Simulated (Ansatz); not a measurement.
How far is PAW off for Nb?

```
Nb
1.0
    -1.69723    1.66395    1.66395
     1.66395   -1.69723    1.66395
     1.66395    1.66395   -1.69723
Nb
1
Direct
  0.00000 0.00000 0.00000
```

The cell comes from COD entry 4111969, which wasn't checked; take it as a given geometry. It differs from other determinations. The listed cell was then made from it by scaling, straining or moving an atom.

Methods: DFT, PBE, PAW with Ansatz's default frozen-core files, scalar-relativistic (Ansatz 0.2.0); DFT, PBE, all-electron PAW with datasets made for the crystal, scalar-relativistic (Ansatz 0.2.0); DFT, PBE, all-electron LAPW, scalar-relativistic (Ansatz 0.2.0).

For PAW: a Γ-centred 14×14×14 k mesh, Fermi–Dirac smearing of 0.05 eV, cutoff 420 eV, no spin polarisation. The crystal-made all-electron datasets (AE datasets) take a cutoff of 240 eV at this cell. LAPW targets a basis error of 1 meV/atom. The Ansatz runs share mesh, smearing and spin set-up. Plane-wave (PAW) pressures include the program's estimate of the Pulay term.

Stress and pressure are positive in compression.

The change that made this cell: equal xy, yz and zx engineering shear strains of -2 %.

No spin–orbit coupling: at heavy atoms the gradients can be off by tens of per cent for that reason.

In a metal, gradients converge slowly with the k mesh: the values move by tens of per cent from one mesh to another, at times in sign, so only the comparison on one mesh counts.

```
                            quantity    PAW  AE datasets   LAPW
                      pressure (GPa)  -2.31        -2.31  -2.31
                     stress yz (GPa)  -0.17        -0.17  -0.17
                     stress xz (GPa)  -0.17        -0.17  -0.17
                     stress xy (GPa)  -0.17        -0.17  -0.17
field gradient Vzz at Nb (10²¹ V/m²)   2.02         2.03      –
```

PAW's pressure differs from the LAPW value by about 0.01 GPa or less. Datasets made for the crystal and LAPW share parts of one code, so their agreement isn't an independent check.
